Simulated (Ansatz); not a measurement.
SiC:
```
SiC
1.0
    3.09198     0.00000     0.00000
   -1.54599     2.67774     0.00000
    0.00000     0.00000     5.07435
Si C
2 2
Cartesian
  1.54599   0.89258   0.00263
  0.00000   1.78516   2.53981
  1.54599   0.89258   3.16986
  0.00000   1.78516   0.63268
```

Relaxed with PBE. Special points in fractions of this cell's reciprocal vectors: Γ (0.000, 0.000, 0.000); M (0.500, 0.000, 0.000); K (0.333, 0.333, 0.000); A (0.000, 0.000, 0.500); L (0.500, 0.000, 0.500); H (0.333, 0.333, 0.500).

### Question
List the band energies nearest the valence-band maximum at these points for PBE in the plane-wave PAW code Ansatz.

### Answer
In eV from the valence-band maximum; about four levels below and three above (degenerate sets whole), none deeper than 8.9 eV; points with the same levels are listed once.

```
k                          below                          above
-  -----------------------------  -----------------------------
Γ    -1.31 -1.31 -0.11 0.00 0.00            4.67 6.03 6.58 6.58
M        -5.37 -3.29 -3.24 -1.19                 2.75 4.21 6.75
K  -6.25 -6.25 -3.99 -3.99 -3.78            2.31 8.11 8.77 8.77
A        -0.71 -0.71 -0.71 -0.71  5.76 5.76 7.27 7.27 7.27 7.27
L        -2.42 -2.42 -2.31 -2.31            3.25 3.25 5.19 5.19
H        -5.56 -5.56 -1.73 -1.73            5.00 5.00 5.99 5.99
```

Space group P6_3mc (wurtzite). The cell was relaxed with PBE under the symmetry of its start.

Potentials: the later of the program's two PAW sets.
